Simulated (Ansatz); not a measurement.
Relaxed HfC (rock salt):

```
CELL_PARAMETERS angstrom
      0.00000     2.32577     2.32577
      2.32577     0.00000     2.32577
      2.32577     2.32577     0.00000
ATOMIC_POSITIONS crystal
  C  0.00000 0.00000 0.00000
  Hf 0.50000 0.50000 0.50000
```

A phonon eigenvector at Γ is frozen into this cell: atom i moves by Q times the vector below, so Q is the largest atomic displacement, in Å. The cell is held. It is one choice among 3 degenerate patterns.

```csv
atom,x,y,z
C1,0.000,0.000,1.000
Hf2,0.000,0.000,-0.067
```

Method: PBE (plane waves to 420 eV, PAW, scalar-relativistic; Ansatz, a quantum-chemistry and plane-wave program). k mesh 17×17×17 (Γ-centred), Fermi-Dirac smearing 0.05 eV. With partly filled bands, energies and forces of such displacements shift with the k mesh and the smearing. HfC is run without spin polarisation. HfC was relaxed with its symmetry unable to fall. Spin-orbit coupling is left out, though Hf is heavy. 

```
Q (Å)   −dE/dQ from forces (eV/Å)
------  -------------------------
-0.100                      0.839
-0.083                      0.701
-0.067                      0.569
-0.050                      0.432
-0.033                      0.290
-0.017                      0.145
0.000                       0.000
0.017                      -0.145
0.033                      -0.290
0.050                      -0.432
0.067                      -0.569
0.083                      -0.701
0.100                      -0.839
```

Problem. What harmonic wavenumber does the curvature at Q = 0 give?

Solution. 430 cm⁻¹. E″ = 8.72 eV/Å², M = Σ mᵢ|uᵢ|² = 12.8 u, ν̃ = 521.5·√(|E″|/M).

(A displaced cell: forces are minus the slopes of the energy, force constants its curvatures, and phonons follow from these.)
